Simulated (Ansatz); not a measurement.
Total density of states per atom from the program Ansatz at the r²SCAN level (PAW), in 0.25 eV bins, energy from the Fermi level:

(E (eV), states/eV/atom): (-5.70, 0.00); (-5.45, 1.48); (-5.20, 7.80); (-4.95, 8.63); (-4.70, 1.97); (-4.45, 0.40); (-4.20, 0.13); (-3.95, 0.16); (-3.70, 0.20); (-3.45, 0.25); (-3.20, 0.33); (-2.95, 0.50); (-2.70, 1.40); (-2.45, 0.61); (-2.20, 0.12); (-1.95, 0.04); (-1.70, 0.10); (-1.45, 0.22); (-1.20, 0.34); (-0.95, 0.48); (-0.70, 0.78); (-0.45, 1.01); (-0.20, 0.84); (0.05, 0.78); (0.30, 1.48); (0.55, 1.28); (0.80, 0.84); (1.05, 1.26); (1.30, 2.12); (1.55, 4.72); (1.80, 10.4)

Question: Which of these materials gives this?
A) LaI, NiAs type
B) GaCo, CsCl type
C) LaAg, CsCl type
D) AlRu, CsCl type

Answer: C, LaAg, CsCl type. Within 0.5 eV of the Fermi level: La 5d 72 %, La 6s 8 %, La 4f 7 %, outside the projected shells 7 %. Projections are on Löwdin-orthogonalised atomic valence shells; empty p or d shells of many metals are not among them.

Space group Pm-3m (CsCl type). The workflow started from a Materials Project entry (that database holds measured and hypothetical structures alike); the Crystallography Open Database files this formula in space group No. 221, but the cells were not matched. Its standing as an ambient phase is unchecked. Symmetry was held in the r²SCAN relaxation; its stability against distortions is not shown here. No spin polarisation was allowed. Spin–orbit coupling is left out wherever it is not named.

Potentials: the later of the program's two PAW sets.
